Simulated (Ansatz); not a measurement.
Relaxed Sn (beta-Sn type, space group I4_1/amd):

```
CELL_PARAMETERS angstrom
     -2.91651     2.91651     1.57919
      2.91651    -2.91651     1.57919
      2.91651     2.91651    -1.57919
ATOMIC_POSITIONS crystal
  Sn 0.75000 0.25000 0.50000
  Sn 0.00000 0.00000 0.00000
```

In each cell atom 1 (Sn, nearest neighbour Sn at 3.022 Å; its periodic images, 3.2 Å or more away, move with it) moves by s·(1.000, 0.000, 0.000) (along Cartesian x), the rest being held.

The numbers are results of PBEsol (plane waves to 420 eV, PAW, scalar-relativistic; Ansatz, an electronic-structure program), not measurements. k mesh 13×13×13 (Γ-centred), Fermi-Dirac smearing 0.05 eV. E stands for the smeared free energy. With partly filled bands, energies and forces of such displacements shift with the k mesh and the smearing. Sn was relaxed with its symmetry unable to fall. ΔE is measured from the undisplaced structure. The last digit holds for this mesh only.

```
s (Å)   ΔE (meV/cell)
------  -------------
-0.300          191.8
-0.240          118.4
-0.180           64.9
-0.120           28.3
-0.060            7.0
0.000             0.0
0.060             7.0
0.120            28.3
0.180            64.9
0.240           118.4
0.300           191.8
```

**Question.** What force constant k = d²E/ds² at s = 0 does the table give?

**Answer.** 3.9 eV/Å². It is the second difference of the nearest points, corrected with the next pair.

**Question.** With k = 3.86 eV/Å² from the forces, is the well harmonic out to s = 0.300 Å?

**Answer.** ½ks² = 174 meV/cell against the computed 192 meV/cell, so the well is stiffer than harmonic there.

(For displaced atoms, the force is minus the slope of the energy, and its curvature is a force constant, which sets phonon frequencies.)
